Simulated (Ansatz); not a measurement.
# Rh (hcp): energy against volume

The calculation used DFT, LDA (PW92), plane waves (420 eV) with PAW, scalar-relativistic (Ansatz). The PAW files were generated under PBE, with cores re-solved for the functional.

The cell is scaled uniformly from the relaxed one, with fractional coordinates and shape fixed. Energies are extrapolated to zero smearing, pressures are those at the given smearing. Magnetic state: spin not included.

A Birch-Murnaghan fit gives V₀ = 13.27 Å³/atom, B₀ = 315 GPa, B₀′ = 5.1.

Problem. What are the energy above the minimum and the pressure at 11.697 Å³/atom?

Solution. 235.5 meV/atom and 54.96 GPa as computed.

Problem. What are the energy above the minimum and the pressure at 12.229 Å³/atom?

Solution. 94.2 meV/atom and 32.05 GPa as computed.

Problem. What are the energy above the minimum and the pressure at 14.888 Å³/atom?

Solution. 153.9 meV/atom and -26.49 GPa as computed.
